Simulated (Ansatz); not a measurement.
**Kick test of a cell of Ba2SrP2**

It was reached by relaxing an invented guess, and it needn't be the stable form of this composition.

All numbers below come from Ansatz, DFT PBE, scalar-relativistic, plane waves, PAW. Cutoff 420 eV; k points 6×6×6 on the computed 10-atom cell (Γ-centred); Gaussian smearing, width 0.02 eV; no spin polarisation.

The cell below (10 atoms, space group Ibam (No. 72)) is relaxed within its symmetry.

```xyz
10
Lattice="-4.0723 6.2719 3.5218 4.0723 -6.2719 3.5218 4.0723 6.2719 -3.5218" Properties=species:S:1:pos:R:3 pbc="T T T"
Ba    1.0870    4.4305    0.0000
Ba    5.1593    1.8414    0.0000
Ba   -1.0870    4.4305    3.5218
Ba    2.9853    1.8414    3.5218
Sr    0.0000    0.0000    1.7609
Sr    0.0000    0.0000    5.2827
P     2.0106   -1.3925    3.5218
P     2.0617    7.6643    0.0000
P     2.0617    4.8794    3.5218
P     2.0106    1.3925    0.0000
```

For the test it was strained at random (σ = 1.5 % a component), the atoms were moved at random (σ = 0.10 Å), and all was relaxed again on a coarse 2×2×2 mesh (in the run’s order of axes) with 0.10 eV smearing, with no symmetry imposed.

Question: What happens?

Answer: It doesn't return. The energy falls by 11 meV/atom on that mesh, the volume changes by 3.0 %, and the end has space group Iba2 (No. 45) at a loose tolerance. Relaxed again on a 6×6×6 mesh with 0.02 eV smearing, the new structure lies 9 meV/atom below the first (mesh in the axes of the run's cell; the cell below is made exact in the group named). Space group Iba2 (No. 45), orthorhombic, a = 8.150 Å, b = 11.930 Å, c = 7.631 Å. Ba is surrounded by 4 P at 3.16–3.35 Å, 1 Sr at 3.79 Å, 3 Ba at 4.04–4.28 Å and 2 Sr at 4.40–4.48 Å; around Sr lie 4 P at 2.99–3.09 Å, 2 Ba at 3.79 Å, 2 Sr at 3.82 Å and 4 Ba at 4.40–4.48 Å; around P lie 2 Sr at 2.99–3.09 Å and 4 Ba at 3.16–3.35 Å.

```
Ba Sr P
1.0
    -4.07491    5.96502    3.81537
     4.07491   -5.96502    3.81537
     4.07491    5.96502   -3.81537
Ba Sr P
4 2 4
Direct
  0.29499 0.06258 0.47013
  0.09246 0.56258 0.76760
  0.79499 0.32486 0.23240
  0.59246 0.82486 0.52987
  0.28014 0.28014 0.00000
  0.78014 0.78014 0.00000
  0.43271 0.78434 0.13456
  0.64978 0.29815 0.86544
  0.93271 0.79815 0.64837
  0.14978 0.28434 0.35163
```
